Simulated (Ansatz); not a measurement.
Here is the system:

Relaxed C (diamond):

```xyz
4
Lattice="0.0000 3.5716 3.5716 1.7858 0.0000 1.7858 1.7858 1.7858 0.0000" Properties=species:S:1:pos:R:3 pbc="T T T"
C      1.7858     1.7858     1.7858
C      1.7858     3.5716     3.5716
C      2.6787     2.6787     2.6787
C      2.6787     4.4645     4.4645
```

In each cell atom 3 (C, nearest neighbour C at 1.547 Å; its periodic images, 2.5 Å or more away, move with it) moves by s·(0.707, 0.707, 0.000) (along Cartesian [110]), the rest being held.

Level of theory: PBE (plane waves to 420 eV, PAW, scalar-relativistic; Ansatz, an electronic-structure program). k mesh 13×13×13 (Γ-centred), Fermi-Dirac smearing 0.05 eV. E stands for the smeared free energy. C was relaxed with its symmetry unable to fall. The PAW data are Ansatz's earlier set. The zero of ΔE is the undisplaced structure.

The scan covers s from -0.150 to 0.150 Å in 11 points.

### Question
Is this a single well or a double well?

### Answer
A single well with its minimum at or next to zero displacement.

### Question
Is the energy the same for equal positive and negative displacements?

### Answer
Even: the same for both signs. With its periodic images moving along, the atom's site symmetry in this cell is 3m.

### Question
What is the force constant k = d²E/ds² of this move at s = 0?

### Answer
37.3 eV/Å².

(A displaced cell: forces are minus the slopes of the energy, force constants its curvatures, and phonons follow from these.)
